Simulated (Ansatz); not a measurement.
Si:
```cif
data_Si12
_chemical_formula_sum 'Si12'
_space_group_name_H-M_alt 'P 1'
_space_group_IT_number 1
_cell_length_a 5.67949
_cell_length_b 5.67949
_cell_length_c 12.65181
_cell_angle_alpha 90.000
_cell_angle_beta 90.000
_cell_angle_gamma 140.656
loop_
_space_group_symop_operation_xyz
  'x, y, z'
loop_
_atom_site_label
_atom_site_type_symbol
_atom_site_fract_x
_atom_site_fract_y
_atom_site_fract_z
_atom_site_occupancy
Si1 Si 0.75702 0.24298 0.44510 1
Si2 Si 0.24298 0.75702 0.55490 1
Si3 Si 0.24298 0.75702 0.94510 1
Si4 Si 0.75702 0.24298 0.05490 1
Si5 Si 0.42873 0.57127 0.65720 1
Si6 Si 0.57127 0.42873 0.34280 1
Si7 Si 0.57127 0.42873 0.15720 1
Si8 Si 0.42873 0.57127 0.84280 1
Si9 Si 0.97118 0.02882 0.40936 1
Si10 Si 0.02882 0.97118 0.59064 1
Si11 Si 0.02882 0.97118 0.90936 1
Si12 Si 0.97118 0.02882 0.09064 1
```

Relaxed with PBEsol. 

HSE06 on this cell (Ansatz, a first-principles code, PAW) gives a gap of 1.03 eV. What does PBEsol give?

0.39 eV.

Cost on shared cores: the PBEsol run (SCF on a 8×8×3 mesh, then bands and DOS) about 3 core-minutes (a rough figure), the HSE06 run (SCF on 5×5×2, then a few points) roughly 7 core-minutes; the tasks are unlike.

Space group Cmcm. The first step of the workflow began from a Materials Project structure, measured or hypothetical; the Crystallography Open Database copy checked does not list it. It is not the phase usual at ambient conditions (space group No. 227). The cell was relaxed with PBEsol under the symmetry of its start; its stability against distortions is not shown here.

Potentials: the earlier of the program's two PAW sets. The files were generated under PBE; for other functionals the program regenerates the frozen cores, and for LDA and PBEsol the local potential too.

Ansatz is a plane-wave DFT program.
